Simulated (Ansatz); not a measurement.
**Question.** Write an Ansatz input for a single-point calculation of YbOs with PBE (scalar-relativistic), a cutoff of 420 eV (density cutoff 4 times that), a Γ-centred 6×6×6 mesh and Gaussian smearing of 0.05 eV, without spin polarisation. Forces, stress and eigenvalues are wanted. The structure:
```
CELL_PARAMETERS angstrom
3.5846050411 0.0000000000 0.0000000000
0.0000000000 3.5846050411 0.0000000000
0.0000000000 0.0000000000 3.5846050411
ATOMIC_POSITIONS crystal
Yb 0.0000000000 0.0000000000 0.0000000000
Os 0.5000000000 0.5000000000 0.5000000000
```

**Answer.** 
```yaml
crystal:
  lattice:
    - [3.5846050411, 0.0, 0.0]
    - [0.0, 3.5846050411, 0.0]
    - [0.0, 0.0, 3.5846050411]
  atoms:
    - { symbol: Yb, position: [0.0, 0.0, 0.0] }
    - { symbol: Os, position: [0.5, 0.5, 0.5] }
basis:
  ecutwfc: 420
  ecutrho_ratio: 4
kpoints:
  mp_grid: { grid: [6, 6, 6] }
hamiltonian:
  xc: pbe
scf:
  occupations: { method: gaussian, width: 0.05 }
output:
  forces: true
  stress: true
  eigenvalues: true
```

Launched as:
```sh
ansatz run input.yaml --threads 2 --pin off --max-ram 2662MiB --backend cpu --events-out ev --progress --plain --runs-dir out
```

Run as written, it has 40 valence electrons, 895 plane waves at Γ, 48 symmetry operations and 20 irreducible k-points; it took 8 SCF iterations in all. Run time: 0.87 s on 2 threads of Arm Neoverse V1 (shared host), peak memory 0.31 GiB.

The structure was built from a prototype; whether the compound forms in it isn't claimed.
